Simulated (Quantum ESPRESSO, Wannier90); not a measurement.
**CaHClO (P6₃mc): Wannier90 run**

Cell from Materials Project (mp-642725), symmetrised, no further relaxation. Not found in the COD (Crystallography Open Database) copy used; not checked further. Level: PBEsol, no spin polarisation, no spin-orbit coupling; pw.x of Quantum ESPRESSO at 68 Ry with PseudoDojo potentials, 4×4×4 k-points, Wannier90. Density: 12×12×4 mesh, cold smearing 0.01 Ry.

On the energy scale of pw.x, whose zero is arbitrary, the valence-band maximum lies at 2.90 eV.

Input w.win:

```
num_bands = 16
num_wann = 16
exclude_bands = 1-8,25-53
num_iter = 1000
conv_tol = 1.0e-6
conv_window = 4
num_cg_steps = 20
write_hr = true
write_u_matrices = true
auto_projections = true
begin unit_cell_cart
ang
    3.8698401089    0.0000000000    0.0000000000
   -1.9349200544    3.3513798429    0.0000000000
    0.0000000000    0.0000000000    9.8098300000
end unit_cell_cart
begin atoms_frac
Ca   0.3333333333 -0.3333333333  0.0000700000
Ca  -0.3333333333  0.3333333333 -0.4999300000
H    0.0000000000  0.0000000000  0.1669400000
H    0.0000000000  0.0000000000 -0.3330600000
Cl   0.3333333333 -0.3333333333  0.3166700000
Cl  -0.3333333333  0.3333333333 -0.1833300000
O    0.0000000000  0.0000000000  0.0681200000
O    0.0000000000  0.0000000000 -0.4318800000
end atoms_frac
mp_grid = 4 4 4
begin kpoints
0.0000000000 0.0000000000 0.0000000000
0.0000000000 0.0000000000 0.2500000000
0.0000000000 0.0000000000 0.5000000000
... (61 more lines: the 4x4x4 mesh through Gamma)
end kpoints
```

Input of pw2wannier90.x that gives the overlap and projection files (equivalent; here they were cut from one run over all bands):

```
&inputpp
  outdir = './out'
  prefix = 'pwscf'
  seedname = 'w'
  write_amn = .true.
  write_mmn = .true.
  atom_proj = .true.
  atom_proj_exclude = 1 2 3 4 5 6 7 8 9 10 11 12
/
```

Output w.wout (banner and timings cut):

```
                                    ------
                                    SYSTEM
                                    ------

                              Lattice Vectors (Ang)
                    a_1     3.869840   0.000000   0.000000
                    a_2    -1.934920   3.351380   0.000000
                    a_3     0.000000   0.000000   9.809830

                   Unit Cell Volume:     127.22667  (Ang^3)

                        Reciprocal-Space Vectors (Ang^-1)
                    b_1     1.623629   0.937403  -0.000000
                    b_2     0.000000   1.874805   0.000000
                    b_3     0.000000  -0.000000   0.640499

 *----------------------------------------------------------------------------*
 |   Site       Fractional Coordinate          Cartesian Coordinate (Ang)     |
 +----------------------------------------------------------------------------+
 | ca   1   0.33333  -0.33333   0.00007   |    1.93492  -1.11713   0.00069    |
 | ca   2  -0.33333   0.33333  -0.49993   |   -1.93492   1.11713  -4.90423    |
 | h    1   0.00000   0.00000   0.16694   |    0.00000   0.00000   1.63765    |
 | h    2   0.00000   0.00000  -0.33306   |    0.00000   0.00000  -3.26726    |
 | cl   1   0.33333  -0.33333   0.31667   |    1.93492  -1.11713   3.10648    |
 | cl   2  -0.33333   0.33333  -0.18333   |   -1.93492   1.11713  -1.79844    |
 | o    1   0.00000   0.00000   0.06812   |    0.00000   0.00000   0.66825    |
 | o    2   0.00000   0.00000  -0.43188   |    0.00000   0.00000  -4.23667    |
 *----------------------------------------------------------------------------*
                                ------------
                                K-POINT GRID
                                ------------

             Grid size =  4 x  4 x  4      Total points =   64

 *---------------------------------- MAIN ------------------------------------*
 |  Number of Wannier Functions               :                16             |
 |  Number of Objective Wannier Functions     :                16             |
 |  Number of input Bloch states              :                16             |
 |  Output verbosity (1=low, 5=high)          :                 1             |
 |  Timing Level (1=low, 5=high)              :                 1             |
 |  Optimisation (0=memory, 3=speed)          :                 3             |
 |  Length Unit                               :               Ang             |
 |  Post-processing setup (write *.nnkp)      :                 F             |
 |  Using Gamma-only branch of algorithms     :                 F             |
 *----------------------------------------------------------------------------*
 *------------------------------- WANNIERISE ---------------------------------*
 |  Total number of iterations                :              1000             |
 |  Number of CG steps before reset           :                20             |
 |  Trial step length for line search         :             2.000             |
 |  Convergence tolerence                     :         0.100E-05             |
 |  Convergence window                        :                 4             |
 |  Iterations between writing output         :                 1             |
 |  Iterations between backing up to disk     :               100             |
 |  Write r^2_nm to file                      :                 F             |
 |  Write xyz WF centres to file              :                 F             |
 |  Write on-site energies <0n|H|0n> to file  :                 F             |
 |  Use guiding centre to control phases      :                 F             |
 |  Use phases for initial projections        :                 F             |
 *----------------------------------------------------------------------------*
 *-------------------------------- PLOTTING ----------------------------------*
 |  Plotting Hamiltonian in WF basis          :                 T             |
 *----------------------------------------------------------------------------*

       ... (k-mesh section left out)

 Starting a new Wannier90 calculation ...

 Reading overlaps from w.mmn

 Reading projections from w.amn

 *------------------------------- WANNIERISE ---------------------------------*
 +--------------------------------------------------------------------+<-- CONV
 | Iter  Delta Spread     RMS Gradient      Spread (Ang^2)            |<-- CONV
 +--------------------------------------------------------------------+<-- CONV

 ------------------------------------------------------------------------------
 Initial State
  WF centre and spread    1  (  1.934920, -1.117127,  3.117735 )     0.88569377
  WF centre and spread    2  (  1.934920, -1.117127,  3.126533 )     1.45485424
  WF centre and spread    3  (  1.934920, -1.131548,  3.149081 )     1.36591554
  WF centre and spread    4  (  1.934920, -1.102236,  3.149081 )     1.36591656
  WF centre and spread    5  ( -1.934920,  1.117127, -1.787180 )     0.88569377
  WF centre and spread    6  ( -1.934920,  1.117127, -1.778382 )     1.45485424
  WF centre and spread    7  ( -1.934920,  1.131548, -1.755834 )     1.36591554
  WF centre and spread    8  ( -1.934920,  1.102236, -1.755834 )     1.36591656
  WF centre and spread    9  (  0.000000, -0.000000,  0.546080 )     1.33725592
  WF centre and spread   10  (  0.000000, -0.000000,  0.876051 )     0.84788496
  WF centre and spread   11  (  0.000000, -0.012352,  0.663271 )     0.99209013
  WF centre and spread   12  (  0.000000,  0.012615,  0.663271 )     0.99209097
  WF centre and spread   13  ( -0.000000,  0.000000, -4.358835 )     1.33725591
  WF centre and spread   14  (  0.000000, -0.000000, -4.028864 )     0.84788496
  WF centre and spread   15  (  0.000000,  0.012352, -4.241644 )     0.99209013
  WF centre and spread   16  ( -0.000000, -0.012615, -4.241644 )     0.99209097
  Sum of centres and spreads (  0.000000, -0.000000, -8.657112 )    18.48340416

      0     0.185E+02     0.0000000000       18.4834041574  <-- CONV
        O_D=      0.0135173 O_OD=      4.9420407 O_TOT=     18.4834042 <-- SPRD
 ------------------------------------------------------------------------------
      1    -0.878E-01     0.2446248235       18.3956512722  <-- CONV
        O_D=      0.0129057 O_OD=      4.8548994 O_TOT=     18.3956513 <-- SPRD
      2    -0.102E-01     0.1283494802       18.3854445668  <-- CONV
        O_D=      0.0129363 O_OD=      4.8446621 O_TOT=     18.3854446 <-- SPRD
      3    -0.709E-02     0.1120262583       18.3783512576  <-- CONV
        O_D=      0.0131095 O_OD=      4.8373956 O_TOT=     18.3783513 <-- SPRD
      4    -0.958E-02     0.1312670749       18.3687745031  <-- CONV
        O_D=      0.0128848 O_OD=      4.8280435 O_TOT=     18.3687745 <-- SPRD
      5    -0.279E-01     0.1914234428       18.3408896346  <-- CONV
        O_D=      0.0150560 O_OD=      4.7979875 O_TOT=     18.3408896 <-- SPRD
       ... (lines left out)
    100    -0.866E-03     0.0583331006       16.1469507219  <-- CONV
        O_D=      0.0033750 O_OD=      2.6157295 O_TOT=     16.1469507 <-- SPRD
       ... (lines left out)
    200    -0.257E-04     0.0089756132       16.1041511401  <-- CONV
        O_D=      0.0033256 O_OD=      2.5729794 O_TOT=     16.1041511 <-- SPRD
       ... (lines left out)
    260    -0.798E-06     0.0015970799       16.1035999889  <-- CONV
        O_D=      0.0033272 O_OD=      2.5724266 O_TOT=     16.1036000 <-- SPRD
    261    -0.632E-06     0.0013865466       16.1035993570  <-- CONV
        O_D=      0.0033272 O_OD=      2.5724260 O_TOT=     16.1035994 <-- SPRD
    262    -0.714E-06     0.0013214812       16.1035986426  <-- CONV
        O_D=      0.0033271 O_OD=      2.5724253 O_TOT=     16.1035986 <-- SPRD
             <<<     Delta < 1.000E-06  over  4 iterations     >>>
             <<< Wannierisation convergence criteria satisfied >>>
 Final State
  WF centre and spread    1  (  1.935090, -1.152767,  2.615630 )     0.96236647
  WF centre and spread    2  (  1.935209, -1.521907,  3.425544 )     1.00741233
  WF centre and spread    3  (  1.934261, -1.131889,  3.149154 )     1.36385257
  WF centre and spread    4  (  1.935096, -0.659171,  3.351366 )     0.99902768
  WF centre and spread    5  ( -1.935221,  1.152767, -2.289284 )     0.96236671
  WF centre and spread    6  ( -1.935433,  1.521907, -1.479371 )     1.00741253
  WF centre and spread    7  ( -1.933752,  1.131889, -1.755760 )     1.36385141
  WF centre and spread    8  ( -1.935232,  0.659171, -1.553549 )     0.99902789
  WF centre and spread    9  (  0.000011, -0.360023,  0.491734 )     0.96057069
  WF centre and spread   10  (  0.000001, -0.003351,  1.088952 )     0.82531654
  WF centre and spread   11  ( -0.000019, -0.012105,  0.663175 )     0.98429689
  WF centre and spread   12  (  0.000006,  0.380054,  0.505087 )     0.94895640
  WF centre and spread   13  ( -0.000013,  0.360023, -4.413181 )     0.96057069
  WF centre and spread   14  ( -0.000002,  0.003351, -3.815963 )     0.82531654
  WF centre and spread   15  (  0.000023,  0.012105, -4.241740 )     0.98429689
  WF centre and spread   16  ( -0.000008, -0.380054, -4.399828 )     0.94895640
  Sum of centres and spreads (  0.000018,  0.000000, -8.658035 )    16.10359864

         Spreads (Ang^2)       Omega I      =    13.527846170
        ================       Omega D      =     0.003327129
                               Omega OD     =     2.572425344
    Final Spread (Ang^2)       Omega Total  =    16.103598643
```
